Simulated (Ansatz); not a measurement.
In₂Si₂O₇ (space group C2/m)

```xyz
11
Lattice="3.2827 -4.2785 0.0000 3.2827 4.2785 0.0000 -1.0162 0.0000 4.5749" Properties=species:S:1:pos:R:3 pbc="T T T"
In     3.2827     1.6511     0.0000
In     3.2827    -1.6511     0.0000
Si     1.0457     0.0000     1.8785
Si     4.5036     0.0000     2.6964
O      4.2192    -1.3466     3.5721
O      1.3301     1.3466     1.0028
O      1.3301    -1.3466     1.0028
O      4.2192     1.3466     3.5721
O     -0.5081     0.0000     2.2875
O      3.6988     0.0000     1.2887
O      1.8505     0.0000     3.2862
```

The atoms are displaced by Q × the pattern below (from a DFPT mode at Γ, largest move 1; Q in Å), at fixed cell.

```
atom       x       y       z
----  ------  ------  ------
In1   -0.081   0.000   0.035
In2    0.081   0.000  -0.035
Si3    0.000   0.485   0.000
Si4    0.000  -0.485   0.000
O5    -0.265  -0.087   0.510
O6     0.265   0.087  -0.510
O7    -0.265   0.087   0.510
O8     0.265  -0.087  -0.510
O10    0.000   1.000   0.000
O11    0.000  -1.000   0.000
```

Atoms not listed stay in place.

These are LDA (plane waves to 420 eV, PAW, scalar-relativistic; Ansatz, a first-principles code) values and carry that method's errors. k mesh 5×5×6 (Γ-centred), Fermi-Dirac smearing 0.05 eV. E stands for the smeared free energy. In2Si2O7 was relaxed with its symmetry unable to fall. The zero of ΔE is the undisplaced structure.

| Q (Å) | ΔE (meV/cell) |
|---|---|
| -0.1000 | 338 |
| -0.0833 | withheld |
| -0.0667 | 150 |
| -0.0500 | 84 |
| -0.0333 | 37 |
| -0.0167 | 9 |
| 0.0000 | 0 |
| 0.0167 | 9 |
| 0.0333 | 37 |
| 0.0500 | 84 |
| 0.0667 | 150 |
| 0.0833 | withheld |
| 0.1000 | 338 |

### Question
Fit an even polynomial form (powers 2, 4) to the given rows and predict ΔE at Q = 0.0833.

### Answer
Least squares on the 11 given rows: ΔE = (33570)·Q² + (23430)·Q⁴, in meV/cell with Q in Å; root-mean-square residual 0.2 meV/cell. At 0.0833 the fit gives 234 meV/cell; the calculation gives 235 meV/cell, so the interpolation is off by -1 (-0.4 %). The quadratic term alone would give 233 meV/cell.

(A displaced cell: forces are minus the slopes of the energy, force constants its curvatures, and phonons follow from these.)
